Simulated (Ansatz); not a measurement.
Input:

TiAl (CuAu type, space group P4/mmm)

Space group P4/mmm (No. 123); a = 2.813 Å, b = 2.813 Å, c = 4.058 Å, α = 90.00°, β = 90.00°, γ = 90.00°

```
atom  site  symmetry       x       y       z
----  ----  --------  ------  ------  ------
Al      1d     4/mmm  0.5000  0.5000  0.5000
Ti      1a     4/mmm  0.0000  0.0000  0.0000
```

This relaxed cell (volume V₀) is scaled evenly in all directions, its shape held. Symmetry pins the atoms to their sites.

Calculation: r2SCAN (plane waves to 500 eV, PAW, scalar-relativistic; Ansatz, an electronic-structure program). k mesh 16×16×12 (Γ-centred), Fermi-Dirac smearing 0.05 eV. E stands for the smeared free energy. Compression counts positive. With the shape held, the modulus is that of even scaling; a crystal free to change shape is softer. TiAl is run without spin polarisation. TiAl was relaxed with its symmetry unable to fall. ΔE is measured from the relaxed starting cell.

The scan covers V/V₀ from 0.840 to 1.160 in 9 points.

What pressure does the cell carry at V/V₀ = 0.840?

29.3 GPa.

What is ΔE at V/V₀ = 0.840?

205 meV/atom.

What is ΔE at V/V₀ = 1.160?

122 meV/atom.

(Under strain, the slope of the energy per volume gives the stress and its curvature an elastic modulus.)
